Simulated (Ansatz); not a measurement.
One stationary structure of La2O3. Space group P-3m1 (No. 164). These are r2SCAN (plane waves to 500 eV, PAW, scalar-relativistic; Ansatz, a quantum-chemistry and plane-wave program) values and carry that method's errors.

```cif
data_La2O3
_chemical_formula_sum 'La2 O3'
_space_group_name_H-M_alt 'P 1'
_space_group_IT_number 1
_cell_length_a 3.93519
_cell_length_b 3.93519
_cell_length_c 6.12567
_cell_angle_alpha 90.000
_cell_angle_beta 90.000
_cell_angle_gamma 120.000
loop_
_space_group_symop_operation_xyz
  'x, y, z'
loop_
_atom_site_label
_atom_site_type_symbol
_atom_site_fract_x
_atom_site_fract_y
_atom_site_fract_z
_atom_site_occupancy
La1 La 0.33333 0.66667 0.24612 1
La2 La 0.66667 0.33333 0.75388 1
O1 O 0.00000 0.00000 0.00000 1
O2 O 0.33333 0.66667 0.64612 1
O3 O 0.66667 0.33333 0.35388 1
```

For La2O3, the volume per atom is 16.43 Å³. The density comes out as 6.59 g/cm³, the band gap comes out as 4.23 eV, indirect (valence top at L, conduction bottom at K) (no spin-orbit coupling) and the smallest direct gap is 4.35 eV at K. The shortest distances comes out as La–O 2.37 Å; O–O 2.89 Å and the k-mesh is 10×10×6.

Band energies at high-symmetry points (eV from the VBM; labels of this space group; no spin-orbit coupling), from −5 eV up to 5.2 eV:

| point | energies |
|---|---|
| Γ | -2.42 -2.42 -2.23 -2.23 -2.12 -1.65 -0.38 -0.38 -0.12 4.75 5.09 5.09 |
| M | -2.22 -2.01 -1.95 -1.27 -0.76 -0.74 -0.68 -0.42 -0.30 4.28 |
| K | -1.61 -1.61 -1.61 -1.31 -1.31 -0.82 -0.82 -0.80 -0.12 4.23 |
| A | -2.75 -2.75 -2.64 -1.93 -1.93 -1.00 -0.77 -0.29 -0.29 |
| L | -2.97 -2.16 -1.53 -1.20 -1.01 -0.96 -0.70 -0.37 0.00 4.89 5.05 |
| H | -2.28 -2.28 -1.71 -1.40 -1.40 -0.56 -0.28 -0.28 -0.24 4.65 |

No spin polarisation in the result.

The run could not lose the symmetry of its start; a randomly shaken copy of 5 atoms returns to this structure.
